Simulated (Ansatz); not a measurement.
**Elastic constants of TaN at 5 GPa (stress–strain coefficients): input and output**

The calculation used DFT LDA, scalar-relativistic, plane waves, PAW in Ansatz 0.2.0.

Launched with:
```bash
ansatz run input.yaml --threads 1 --pin off --max-ram 3072MiB --backend cpu --events-out ev --progress --plain --runs-dir out
```

Input (bare energies are in eV):
```yaml
crystal:
  lattice:
    - [0.0, 2.1653353854, 2.1653353854]
    - [2.1653353854, 0.0, 2.1653353854]
    - [2.1653353854, 2.1653353854, 0.0]
  atoms:
    - { symbol: Ta, position: [0.5, 0.5, 0.5] }
    - { symbol: "N", position: [0.0, 0.0, 0.0] }
basis:
  ecutwfc: 420
kpoints:
  mp_grid: { grid: [16, 16, 16] }
hamiltonian:
  xc: lda
scf:
  occupations: { method: fermi_dirac, width: 0.15 }
output:
  forces: true
  stress: true
  eigenvalues: true
elastic:
  mode: relaxed_ion
  amplitude: 0.005
```

From the output:
```
--- Elastic constants: 2 strain directions × 4 members + reference (group order 48) ---
  dense FFT box of the reference and of every strained cell: 24×24×24
  strains applied: 11, 23; error gains: componentwise 1.00 (the most a stress slope's error grows in a printed constant), spectral 1.73 (1 for all six strains in a standard setting)
  C = ∂σ_k/∂η_j (tension-positive GPa; Voigt order 11 22 33 23 13 12):
       870.469    159.284    159.284      0.000      0.000     -0.000
       159.284    870.469    159.284      0.000      0.000     -0.000
       159.284    159.284    870.469     -0.000     -0.000     -0.000
        -0.000      0.000      0.000     65.651      0.000     -0.000
         0.000     -0.000     -0.000     -0.000     65.651      0.000
         0.000     -0.000     -0.000     -0.000     -0.000     65.651
  reference stress σ⁰ (GPa):     -4.999     -4.999     -4.999      0.000     -0.000     -0.000
  C* (energy form; C + prestress term) asymmetry max|C*_kj − C*_jk| = 8.527e-14 GPa — a small one proves nothing (zero by symmetry where the batch's group is 432, −43m or m−3m); a large one is finite-difference/SCF noise where every solve ...
  moduli (Voigt/Reuss/Hill, GPa): K = 396.35/396.35/396.35   G = 181.63/97.43/139.53   E = 374.62   ν = 0.342
  mechanically stable: yes (min eigenvalue of sym C = 65.65 GPa)
  strain η (Voigt 11):  stress-route row diagonal C_11 = 870.47 GPa, energy-path curvature d²(F+E_count+ΔE)/dδ²/Ω₀ = 870.78 GPa
    cells at ±δ against ±2δ: C11 870.69 and 871.36 GPa, apart by 0.08 % of the column's largest entry
         δ    σ_11 (GPa) F (eV) n_scf n_hpsi n_pw
    -1.000e-2     -14.2503      -10058.7182154       7   85493    403   relax 0 steps, max|allowed force component| 5.52e-30 eV/Å
    -5.000e-3      -9.4859      -10058.7257217       4   70972    411   relax 0 steps, max|allowed force component| 2.47e-30 eV/Å
     5.000e-3      -0.7790      -10058.7320889       4   69949    415   relax 0 steps, max|allowed force component| 5.92e-30 eV/Å
     1.000e-2       3.1768      -10058.7313311       6   76113    415   relax 0 steps, max|allowed force component| 5.57e-30 eV/Å
  strain η (Voigt 23):  stress-route row diagonal C_44 = 65.65 GPa, energy-path curvature d²(F+E_count+ΔE)/dδ²/Ω₀ = 68.38 GPa
    cells at ±δ against ±2δ: C44 65.78 and 66.17 GPa, apart by 0.59 % of the column's largest entry
         δ    σ_23 (GPa) F (eV) n_scf n_hpsi n_pw
    -1.000e-2      -0.6617      -10058.7298596       6  141839    407   relax 0 steps, max|allowed force component| 1.23e-31 eV/Å
    -5.000e-3      -0.3289      -10058.7301800       3  123533    411   relax 0 steps, max|allowed force component| 1.51e-28 eV/Å
     5.000e-3       0.3289      -10058.7301800       3  121182    411   relax 0 steps, max|allowed force component| 5.52e-30 eV/Å
     1.000e-2       0.6617      -10058.7298596       6  126513    407   relax 0 steps, max|allowed force component| 4.73e-30 eV/Å
```

The run took 73 s on 1 thread of Intel(R) Xeon(R) Platinum 8259CL CPU @ 2.50GHz (Skylake/Cascade Lake) (shared host), peak memory 0.49 GiB.

In a metal, frequencies and elastic constants depend on the k mesh and the smearing, soft modes and shear constants most. Spin–orbit coupling is left out, which can shift energies with elements as heavy as these. Other phases may be more stable at this pressure.

This rock-salt form isn't the usual stable structure of the compound at low pressure.